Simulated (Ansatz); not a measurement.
Antiperovskite Mg3SiO at its r2SCAN geometry, run in the PAW code Ansatz at 2 levels of theory. All values are calculated for a non-magnetic cell, which may be hypothetical.

The LDA input:
```yaml
crystal:
  lattice:
    - [4.1836345404, 0.0, 0.0]
    - [0.0, 4.1836345404, 0.0]
    - [0.0, 0.0, 4.1836345404]
  atoms:
    - { symbol: Si, position: [0.0, 0.0, 0.0] }
    - { symbol: O, position: [0.5, 0.5, 0.5] }
    - { symbol: Mg, position: [0.5, 0.5, 0.0] }
    - { symbol: Mg, position: [0.5, 0.0, 0.5] }
    - { symbol: Mg, position: [0.0, 0.5, 0.5] }
kpoints:
  mp_grid: { grid: [6, 6, 6] }
  band_path:
    path:
      - [0.0, 0.0, 0.0]
      - [0.0, 0.5, 0.0]
      - [0.5, 0.5, 0.0]
      - [0.5, 0.5, 0.5]
      - [0.4, 0.5, 0.0]
      - [0.5, 0.5, 0.1]
    npoints: 1
hamiltonian:
  xc: lda
scf:
  occupations: { method: fermi_dirac, width: 0.02 }
  n_extra_bands: 5
output:
  forces: true
  stress: true
  eigenvalues: true
```

Main results, then, where recorded, the levels near the gap in eV from the Fermi energy (columns number the bands from 0), one row a point of the path (Γ, X, M, R, X–M (0.80), R–M (0.80)):
```
Crystal: 5 atoms, lattice volume = 73.225 Å³
Symmetry: 48 space group operations
Space group: Pm-3m (ITA 221)
```
```
Basis set: ecut = 420 eV, 1365 PW (Γ)
k-points: 20 of 216
SCF converged after 7 iterations
Free energy (F): -6871.552188 eV
Internal energy: -6871.550761 eV  (E = F + TS)
E sigma→0 (E₀):  -6871.551474 eV
Entropy (-TS):   -0.001428 eV (-0.286 meV/atom)
Fermi energy:    8.625016 eV
--- Stress (GPa, compression-positive) ---
       -2.766701       0.000000       0.000000
        0.000000      -2.766701       0.000000
        0.000000       0.000000      -2.766701
  P = ⅓ Tr σ = -2.7667 GPa (-27.667 kbar)
```
```tsv
band_15	band_16	band_17	band_18	band_19	band_20	band_21	band_22
-6.350	-6.350	-0.415	-0.415	-0.415	0.599	0.599	1.781
-6.208	-5.457	-4.775	-0.640	-0.640	1.745	3.066	3.970
-7.283	-6.133	-2.618	-2.618	-0.415	0.280	2.450	2.929
-6.890	-6.409	-3.427	-3.427	-3.427	1.707	1.707	1.707
-6.732	-6.140	-2.905	-2.533	-0.030	0.144	2.460	3.010
-7.223	-6.216	-2.687	-2.687	-0.406	-0.250	2.722	2.722
```

LDA gives no gap: the lowest nominally empty band dips 0.22 eV below the top of the last filled one (its bottom at R–M (0.80 of the way from R), the top at X–M (0.80 of the way from X)), so the cell is a metal or semimetal at this level.

Question: Another run on the same cell gave
```
Basis set: ecut = 420 eV, 1365 PW (Γ)
k-points: 10 of 64
hybrid outer 1: dexx = +7.914e-3 eV, tail = 1.04e-4 eV
hybrid outer 2: dexx = +2.801e-7 eV, tail = 3.53e-8 eV, Δε = 4.25e-3 eV
hybrid SCF converged: 2 outer / 10 inner (+4 warm-up)
Free energy (F): -6978.261058 eV
Internal energy: -6978.260862 eV  (E = F + TS)
E sigma→0 (E₀):  -6978.260960 eV
Entropy (-TS):   -0.000197 eV (-0.039 meV/atom)
Fermi energy:    8.776056 eV
--- Stress (GPa, compression-positive) ---
        0.398967       0.000000       0.000000
        0.000000       0.398967       0.000000
        0.000000       0.000000       0.398967
  P = ⅓ Tr σ = 0.3990 GPa (3.990 kbar)
```
```tsv
band_15	band_16	band_17	band_18	band_19	band_20	band_21	band_22
-7.447	-7.447	-0.726	-0.726	-0.726	0.926	0.926	2.508
-7.297	-6.445	-5.470	-0.917	-0.917	2.034	3.746	4.568
-8.403	-7.224	-3.216	-3.216	-0.094	0.094	2.953	3.463
-7.962	-7.396	-4.023	-4.023	-4.023	2.174	2.174	2.174
-7.792	-7.231	-3.496	-3.108	-0.048	0.295	2.960	3.549
-8.334	-7.303	-3.285	-3.285	-0.615	0.080	3.255	3.255
```
Which level of theory and mesh gave it?

Answer: It is HSE06, judged by the exchange loop and the size of the gap (a near hybrid could fit too), on 4×4×4; the blocks that differ from the first input, but for the band path:
```yaml
kpoints:
  mp_grid: { grid: [4, 4, 4] }
hamiltonian:
  xc: hse06
```
With HSE06 the valence top lies at X–M (0.80 of the way from X) and the conduction bottom at R–M (0.80 of the way from R), 0.13 eV higher; the smallest vertical gap, at M, is 0.19 eV. The mean stress, +0.4 GPa, is small, and the program warns that its thresholds are loose for a hybrid's stress.

The hybrids run on coarser meshes, which limits their stresses and small splittings of levels.

Totals of different functionals can't be compared.

The meshes of the hybrids are coarse, so their gaps aren't converged to the digits shown.
